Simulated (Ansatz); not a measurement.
This cell of Mo2C (space group Pbcn) is off equilibrium:

```xyz
12
Lattice="4.6798 0.0000 0.0000 0.0000 5.9790 0.0000 0.0000 0.0000 5.1500" Properties=species:S:1:pos:R:3 pbc="T T T"
Mo     1.2252     5.2936     0.3921
Mo     3.4547     0.6855     4.7579
Mo     1.1147     3.6750     2.9671
Mo     3.5651     2.3040     2.1829
Mo     3.4126     3.7682     4.7217
Mo     1.2673     2.2109     0.4283
Mo     3.6072     5.2004     2.1467
Mo     1.0727     0.7786     3.0034
C      2.2937     5.2454     3.7814
C      2.3862     0.7337     1.3686
C      0.0462     3.7232     1.2064
C     -0.0462     2.2558     3.9436
```

Level of theory: LDA (plane waves to 420 eV, PAW, scalar-relativistic; Ansatz, an electronic-structure program). k mesh 8×7×7 (Γ-centred), Fermi-Dirac smearing 0.05 eV. Stress and pressure are positive under compression. With partly filled bands, energies and forces of such displacements shift with the k mesh and the smearing. Mo2C is run without spin polarisation. Mo2C was relaxed with its symmetry unable to fall.

Q: What forces act on the atoms (eV/Å, Cartesian)?

A: 
```tsv
atom	Fx	Fy	Fz
Mo1	-1.464	-0.807	0.444
Mo2	1.464	0.807	-0.444
Mo3	1.464	0.807	0.444
Mo4	-1.464	-0.807	-0.444
Mo5	1.240	-0.848	0.219
Mo6	-1.240	0.848	-0.219
Mo7	-1.240	0.848	0.219
Mo8	1.240	-0.848	-0.219
C9	0.081	-0.029	0.136
C10	-0.081	0.029	-0.136
C11	-0.081	0.029	0.136
C12	0.081	-0.029	-0.136
```

Q: What is the stress tensor (GPa)?

A: 
```
    2.9     -1.5      0.0
   -1.5      1.3      0.0
    0.0      0.0     -0.1
```
The pressure, a third of the trace, is 1.4 GPa.

(For displaced atoms, the force is minus the slope of the energy, and its curvature is a force constant, which sets phonon frequencies.)
